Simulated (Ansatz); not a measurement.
According to LDA in the plane-wave PAW code Ansatz, TaAs in the tetragonal phase (I4_1md; Ta on 4a, As on 4a) relaxes to a = 3.405 Å, c = 11.511 Å. As has 6 nearest neighbours from 2.58 Å (trigonal prismatic). Its formation energy from the elements is -0.63 eV/atom, with no fitted shifts.

Electronic character: no gap, with almost no states at the Fermi level (zero-gap or semimetallic).

The bulk modulus is 197 GPa.

Symmetry was held in the LDA relaxation. No spin polarisation was allowed. A small band overlap can be real or an error of a semilocal functional. The references are the lowest solids computed at this level, not always the standard phases. Scalar-relativistic: spin–orbit coupling is off unless named, which matters more the heavier the elements.

Potentials: the earlier of the program's two PAW sets.
